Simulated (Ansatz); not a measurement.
Y:
```cif
data_Y
_chemical_formula_sum 'Y1'
_space_group_name_H-M_alt 'P 1'
_space_group_IT_number 1
_cell_length_a 3.60722
_cell_length_b 3.60722
_cell_length_c 3.60722
_cell_angle_alpha 60.000
_cell_angle_beta 60.000
_cell_angle_gamma 60.000
loop_
_space_group_symop_operation_xyz
  'x, y, z'
loop_
_atom_site_label
_atom_site_type_symbol
_atom_site_fract_x
_atom_site_fract_y
_atom_site_fract_z
_atom_site_occupancy
Y1 Y 0.00000 0.00000 0.00000 1
```

Relaxed with r²SCAN.

Question: Which orbitals make up the states near the Fermi level in r²SCAN in the plane-wave PAW code Ansatz?

Answer: Within 0.5 eV of the Fermi level: Y 4d 88 %, outside the projected shells 7 %. Projections are on Löwdin-orthogonalised atomic valence shells; empty p or d shells of many metals are not among them.

Question: Tabulate the density of states.

Answer: States/eV per cell of 1 atom, in 0.25 eV bins, energy from the Fermi level.

```
E (eV)  total  Y 4d  Y 5s  Y 4p
------  -----  ----  ----  ----
-5.10    0.00  0.00  0.00  0.00
-4.85    0.04  0.00  0.04  0.00
-4.60    0.08  0.00  0.08  0.00
-4.35    0.11  0.00  0.10  0.00
-4.10    0.14  0.00  0.13  0.00
-3.85    0.17  0.01  0.15  0.00
-3.60    0.19  0.01  0.17  0.00
-3.35    0.23  0.02  0.19  0.01
-3.10    0.26  0.04  0.22  0.01
-2.85    0.31  0.06  0.24  0.01
-2.60    0.37  0.09  0.26  0.01
-2.35    0.45  0.15  0.28  0.01
-2.10    0.59  0.27  0.30  0.01
-1.85    0.85  0.51  0.31  0.01
-1.60    1.02  0.72  0.26  0.01
-1.35    0.97  0.73  0.20  0.01
-1.10    0.91  0.74  0.14  0.01
-0.85    0.99  0.87  0.08  0.01
-0.60    1.00  0.95  0.02  0.01
-0.35    1.78  1.68  0.02  0.02
-0.10    1.75  1.58  0.03  0.02
0.15     1.61  1.31  0.08  0.02
0.40     1.66  1.37  0.11  0.02
0.65     1.53  1.38  0.05  0.02
0.90     1.74  1.51  0.10  0.01
1.15     1.52  1.27  0.13  0.01
1.40     1.27  1.03  0.12  0.00
1.65     0.96  0.82  0.05  0.00
1.90     0.83  0.77  0.01  0.00
2.15     1.46  1.45  0.00  0.00
2.40     1.32  1.31  0.00  0.00
2.65     1.17  1.15  0.00  0.00
2.90     1.35  1.29  0.02  0.00
3.15     1.65  1.54  0.05  0.00
3.40     1.23  1.15  0.03  0.00
3.65     1.06  0.99  0.03  0.00
3.90     0.91  0.84  0.02  0.00
4.15     1.09  1.03  0.02  0.00
4.40     1.10  1.02  0.03  0.00
4.65     1.17  1.08  0.03  0.00
```

Space group Fm-3m (fcc (Cu type)). A made-up cell: these elements were put on the sites of a structure type; the Crystallography Open Database files this formula in space group No. 225, but the cells were not matched. It is not the phase usual at ambient conditions (space group No. 194). The cell was relaxed with r²SCAN under the symmetry of its start; phonons on a q-mesh show no instability. The run is not spin-polarised. Scalar-relativistic: spin–orbit coupling is off unless named, which matters more the heavier the elements.

Potentials: the later of the program's two PAW sets.
